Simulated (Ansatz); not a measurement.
This Ir2Rh structure is the end of a relaxation. The cell was found from a structure generator's guess, not taken from experiment.

Method: DFT PBE, scalar-relativistic, plane waves, PAW in Ansatz. Cutoff 420 eV, Γ-centred mesh, Gaussian smearing, no spin polarisation.

```
Ir Rh
1.0
     2.74073    0.00000    0.00000
    -1.37036    2.37354    0.00000
     0.00000    0.00000   13.29178
Ir Rh
4 2
Direct
  0.33333 0.66667 0.91592
  0.33333 0.66667 0.25093
  0.66667 0.33333 0.08408
  0.66667 0.33333 0.74907
  0.33333 0.66667 0.58339
  0.66667 0.33333 0.41661
```

Energies over the elements count from the elements' standard structures at the same level, with no fitted energy shifts.

Question: Find its symmetry and describe it.

Answer: P-3m1 (No. 164), with Ir and Rh ordered on hcp sites. Conventional cell: a = 2.741 Å, c = 13.292 Å. Ir on its first site has 12 Ir at 2.72–2.74 Å; Ir on its second site has 3 Rh at 2.71 Å and 9 Ir at 2.72–2.74 Å; Rh has 3 Ir at 2.71 Å and 9 Rh at 2.72–2.74 Å.

Question: What is its formation energy per atom?

Answer: +0.05 eV/atom. The separate elements lie lower, so it is unstable against them.

Question: Is it a metal?

Answer: Yes, bands cross the Fermi level on the 18×18×4 mesh.

The last run used an 18×18×4 mesh (in the run's order of axes) for its 6-atom cell and Gaussian smearing of 0.10 eV. These runs have no spin–orbit coupling, which can matter for Ir. A structure relaxed within its symmetry needn't be a true minimum. Another cell of Ir2Rh relaxed alike, in P-3m1, lies 68 meV/atom lower, so this cell isn't the stable form at this level.
